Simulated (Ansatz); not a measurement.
BAs (zinc blende, F-43m), the program Ansatz at the r²SCAN level (PAW): ε∞ = 9.31, cell volume 27.35 Å³. Infrared-active transverse modes:

```tsv
ω_TO (cm⁻¹)	oscillator strength S_xx (e²/amu)
697.5	0.01464
```

**Question.** Compute the static dielectric constant.

**Answer.** Each mode adds (4.921e7/V) S/ω²: 0.05. So ε0 = 9.37.

**Question.** What LO frequency does the Lyddane–Sachs–Teller relation give?

**Answer.** ω_LO = ω_TO √(ε0/ε∞) = 700 cm⁻¹.

Symmetry was held in the r²SCAN relaxation; phonons on a q-mesh show no instability. Scalar-relativistic: spin–orbit coupling is off unless named, which matters more the heavier the elements.

Potentials: the earlier of the program's two PAW sets.
